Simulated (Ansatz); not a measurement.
TaCo (CsCl type, Pm-3m) at seven volumes, plane-wave PAW PBEsol (Ansatz code), scaled uniformly. One row is withheld.

```json
[
 {"V (Å³/atom)": "12.711", "P (GPa)": "25.38"},
 {"V (Å³/atom)": "13.130", "P (GPa)": "15.53"},
 {"V (Å³/atom)": "13.549", "P (GPa)": "7.19"},
 {"V (Å³/atom)": "13.969", "P (GPa)": "-0.01"},
 {"V (Å³/atom)": "14.388", "P (GPa)": "?"},
 {"V (Å³/atom)": "14.807", "P (GPa)": "-11.70"},
 {"V (Å³/atom)": "15.226", "P (GPa)": "-16.38"}
]
```

Question: Fit the shown pressures and predict the withheld one.

Answer: Third-order Birch–Murnaghan: P = (3/2)B₀(x^(7/2) − x^(5/2))[1 + (3/4)(B′ − 4)(x − 1)] with x = (V₀/V)^(2/3). Least squares on the six rows gives V₀ = 13.965 Å³/atom, B₀ = 224.1 GPa, B′ = 3.90. At V = 14.388, x = 0.9803 and P = -6.31 GPa. The run itself gave -6.27 GPa.

The workflow started from a Materials Project entry (that database holds measured and hypothetical structures alike); the Crystallography Open Database copy checked does not list it. Whether it is the stable phase at ambient conditions was not checked. The cell was relaxed with PBEsol under the symmetry of its start, as lowered by the spin order. At this level the phase is mechanically unstable. Spin order of the final state: antiferromagnetic, chosen from 4 collinear starts compared on coarse meshes (ties went to the first, and starts can fall back to one state), not a proven ground state. Scalar-relativistic: spin–orbit coupling is off unless named, which matters more the heavier the elements.

Potentials: the later of the program's two PAW sets.
